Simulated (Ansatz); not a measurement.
**TlHO4: reading a single point**

```
Tl H O
1.0
     0.00000    3.54071    3.54071
     3.54071    0.00000    3.54071
     3.54071    3.54071    0.00000
Tl H O
1 1 4
Direct
  0.50000 0.50000 0.50000
  0.00000 0.00000 0.00000
  0.12700 0.12700 0.12700
  0.61900 0.12700 0.12700
  0.12700 0.12700 0.61900
  0.12700 0.61900 0.12700
```

Single point in Ansatz 0.2.0 with PBEsol, no spin polarisation. Cutoff 420 eV, PAW datasets, 8×8×8 Γ-centred k mesh, fermi-dirac filling (width 0.1 eV).

Problem. Where is the largest force?

Solution. The largest is on O5 (and as large on other atoms): 0.27 eV/Å, components (0.16, 0.16, -0.16). It makes 0° with the line to a nearest neighbour, H2 at 1.56 Å, pointing towards it.

Problem. What does the stress say?

Solution. The pressure is -15.7 GPa (compression positive), so with the atoms held at these fractions the cell would first shrink.

Problem. Metal or insulator?

Solution. It is a metal, with about 8.6 states/eV a cell as the mean within 0.25 eV of the Fermi level, mostly O p (91 %).

Problem. Describe some of the short contacts.

Solution. H–O at 1.56 Å: least valence density 0.47 e/Å³ and ELF 0.46 there. Tl–O at 2.93 Å: least valence density 0.12 e/Å³ and ELF 0.08 there. Both are smooth PAW fields, read partly inside the augmentation spheres.

Origin: a known structure type with other elements, at an estimated volume, so it need not be a known compound. Caveats: many states at the Fermi level without spin polarisation, so a magnetic state may lie lower; atoms or cell far from equilibrium.
